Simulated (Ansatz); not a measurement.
This run works on a generated trial structure, not on a known crystal.

Input and command of a plane-wave DFT calculation in Ansatz:

```yaml
crystal:
  lattice:
    - [4.9811197147, 0.0, 0.0]
    - [-2.4905598574, 4.3137762123, 0.0]
    - [0.0, 0.0, 11.2353308051]
  atoms:
    - { symbol: Ta, position: [0.0, 0.0, 0.0] }
    - { symbol: Ta, position: [0.0, 0.0, 0.7661218567] }
    - { symbol: Ta, position: [0.0, 0.0, 0.2338781433] }
    - { symbol: Bi, position: [0.3333333333, 0.6666666667, 0.2714344892] }
    - { symbol: Bi, position: [0.6666666667, 0.3333333333, 0.7285655108] }
    - { symbol: I, position: [0.3333333333, 0.6666666667, 0.9192760781] }
    - { symbol: I, position: [0.6666666667, 0.3333333333, 0.0807239219] }
    - { symbol: I, position: [0.0, 0.0, 0.5] }
basis:
  ecutwfc: 420
kpoints:
  mp_grid: { grid: [6, 6, 4] }
hamiltonian:
  xc: pbe
scf:
  occupations: { method: gaussian, width: 0.1 }
output:
  forces: true
  stress: true
  eigenvalues: true
relax:
  adjacent_minimum: "off"
  f_tol: 0.01
  max_steps: 80
  cell: { stress_tol: 0.05 }
```

```bash
ansatz run input.yaml --threads 1 --pin off --max-ram 2560MiB --backend cpu --events-out ev --progress --plain --runs-dir out
```

Processor: Intel(R) Xeon(R) Platinum 8259CL CPU @ 2.50GHz (Skylake/Cascade Lake), 1 thread, on a host shared with other jobs.

Problem. Estimate time, memory and problem size.

Solution. About 2.6 min, peak memory 0.76 GiB. It solves 72 bands at 24 k points (after reduction by symmetry) with about 4689 plane waves (on the last cell), in 38 SCF iterations over 6 ionic steps.
